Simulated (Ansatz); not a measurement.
AlNi (CsCl type, Pm-3m) at seven volumes, r²SCAN (plane waves, PAW; program Ansatz), shape and atoms relaxed at each. One row is withheld.

```tsv
V (Å³/atom)	P (GPa)
10.681	20.37
11.033	12.46
11.385	?
11.738	0.00
12.090	-4.89
12.442	-9.07
12.794	-12.63
```

**Question.** Fit the shown pressures and predict the withheld one.

**Answer.** P = (3/2)B₀(x^(7/2) − x^(5/2))[1 + (3/4)(B′ − 4)(x − 1)] with x = (V₀/V)^(2/3). Least squares on the six rows gives V₀ = 11.738 Å³/atom, B₀ = 176 GPa, B′ = 4.29. At V = 11.385, x = 1.0206 and P = 5.74 GPa. The run itself gave 5.73 GPa.

The r²SCAN relaxation kept the symmetry of its start; of distortions, only those at the zone centre were tested. The run is not spin-polarised.

Potentials: the later of the program's two PAW sets.
